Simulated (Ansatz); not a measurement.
CaO:
Space group F-43m (No. 216); a = 5.1793 Å, b = 5.1793 Å, c = 5.1793 Å, α = 90.00°, β = 90.00°, γ = 90.00°

```
atom  site  symmetry       x       y       z
----  ----  --------  ------  ------  ------
Ca      4a      -43m  0.0000  0.0000  0.0000
O       4d      -43m  0.7500  0.7500  0.7500
```
(The calculation used a cell of 2 atoms; values per cell refer to that cell.)

Relaxed with PBEsol.

Task: Give the optical modes at the zone centre with their infrared activity from DFPT, plane-wave PAW PBEsol (Ansatz code).

Result: Transverse frequencies, without the LO–TO term; a row sums one degenerate level.

| ω (cm⁻¹) | degeneracy | IR ((D/Å)²/amu) | activity | symmetry |
|---|---|---|---|---|
| 381 | 3 | 26.47 | IR | T2 |

Task: How high does the top mode go among those that the LO–TO term moves?

Result: 555 cm⁻¹ for q along x.

The start of the workflow was typed in or built on a structure type; neither database checked (COD, Materials Project) lists it. It is not the phase usual at ambient conditions (space group No. 225). Symmetry was held in the PBEsol relaxation; whether a distortion lowers the energy is not shown.

Potentials: the earlier of the program's two PAW sets. The files were generated under PBE; for other functionals the program regenerates the frozen cores, and for LDA and PBEsol the local potential too.
